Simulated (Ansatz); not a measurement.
In r²SCAN in the plane-wave PAW code Ansatz, SiGe in the trigonal phase (R-3m; Si on 6c, Ge on 6c) relaxes to a = 3.924 Å, c = 19.197 Å. Si has 4 nearest neighbours from 2.35 Å (tetrahedral); Ge has 4 nearest neighbours from 2.40 Å (tetrahedral). Against the elements it lies at 0.008 eV/atom, with no fitted shifts.

It is gapped at this level: 0.65 eV (indirect). The valence maximum lies at Γ and the conduction minimum at F (3 equivalent valleys). The screened hybrid HSE06 puts the gap at 1.01 eV. Gap from r²SCAN with spin–orbit coupling: 0.59 eV. The electron mass is 0.11, 0.22, 1.3 mₑ (principal values).

An equation-of-state fit gives a bulk modulus of 84.3 GPa. The relaxed-ion elastic constants in GPa are C11 = 178, C12 = 43.5, C13 = 33.4, C14 = -13.1, C33 = 185, C44 = 57.0. The elastic constants imply a Debye temperature near 476 K. Bader charges are Si +0.28, Ge -0.28 e.

The start of the workflow was typed in or built on a structure type; neither database checked (COD, Materials Project) lists it. Its standing as an ambient phase is unchecked. The r²SCAN relaxation kept the symmetry of its start; its stability against distortions is not shown here. The references are the lowest solids computed at this level, not always the standard phases. Spin–orbit coupling is left out wherever it is not named.

Potentials: the earlier of the program's two PAW sets.
